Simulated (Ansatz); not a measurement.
Relaxed Mo (bcc, W type):

```xyz
2
Lattice="-3.1608 3.1608 3.1608 1.5804 -1.5804 1.5804 1.5804 1.5804 -1.5804" Properties=species:S:1:pos:R:3 pbc="T T T"
Mo     0.0000     0.0000     0.0000
Mo    -1.5804     1.5804     1.5804
```

Two-dimensional scan of atom 1 (Mo, nearest neighbour Mo at 2.737 Å; its periodic images, 2.7 Å or more away, move with it): u runs along (0.707, 0.707, 0.000), v along (0.000, 0.000, 1.000) (Cartesian). Cell and other atoms are fixed.

Computed with PBE (plane waves to 420 eV, PAW, scalar-relativistic; Ansatz, an electronic-structure program). k mesh 17×17×17 (Γ-centred), Fermi-Dirac smearing 0.05 eV. Points where atoms come too close for the PAW data are left out (x in tables, blank in figures). With partly filled bands, energies and forces of such displacements shift with the k mesh and the smearing. Fu and Fv are the components of the force on the atom. Mo is run without spin polarisation. Mo was relaxed with its symmetry unable to fall. The PAW data are Ansatz's earlier set. 

Estimate the Fu (eV/Å) for all points of the grid u = -0.680, -0.340, 0.000, 0.340, 0.680 by v = -0.680, -0.340, 0.000, 0.340, 0.680.

Fu (eV/Å), with u across and v down:

| v \ u | -0.680 | -0.340 | 0.000 | 0.340 | 0.680 |
|---|---|---|---|---|---|
| -0.680 | x | x | 1.83 | 0.96 | 0.59 |
| -0.340 | x | x | 0.68 | -0.94 | -1.79 |
| 0.000 | x | 2.31 | 0.00 | -2.31 | x |
| 0.340 | 1.79 | 0.94 | -0.68 | x | x |
| 0.680 | -0.59 | -0.96 | -1.83 | x | x |

(For displaced atoms, the force is minus the slope of the energy, and its curvature is a force constant, which sets phonon frequencies.)
